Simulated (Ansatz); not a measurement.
This run works on a generated trial structure, not on a known crystal.

Input and command of a plane-wave DFT calculation in Ansatz:

```yaml
crystal:
  lattice:
    - [3.2288608261, -3.2973522576, -0.0087943183]
    - [3.2288608261, 3.2973522576, -0.0087943183]
    - [-2.4964670177, 0.0, 9.3168856475]
  atoms:
    - { symbol: Ba, position: [0.0759532096, 0.0759532096, 0.2241545547] }
    - { symbol: Ba, position: [0.9240467904, 0.9240467904, 0.7758454453] }
    - { symbol: Tl, position: [0.5, 0.5, 0.0] }
    - { symbol: Tl, position: [0.3584132875, 0.3584132875, 0.6051211126] }
    - { symbol: Tl, position: [0.6415867125, 0.6415867125, 0.3948788874] }
    - { symbol: C, position: [0.0, 0.0, 0.5] }
basis:
  ecutwfc: 500
kpoints:
  mp_grid: { grid: [8, 8, 4] }
hamiltonian:
  xc: r2scan
scf:
  occupations: { method: gaussian, width: 0.1 }
output:
  forces: true
  stress: true
  eigenvalues: true
```

```bash
ansatz run input.yaml --threads 1 --pin off --max-ram 2560MiB --backend cpu --events-out ev --progress --plain --runs-dir out
```

Processor: Arm Neoverse V1, 1 thread, on a host shared with other jobs.

Problem. Estimate time, memory and problem size.

Solution. About 89 s, peak memory 1.1 GiB. It solves 38 bands at 78 k points (after reduction by symmetry) with about 5047 plane waves, in 9 SCF iterations.
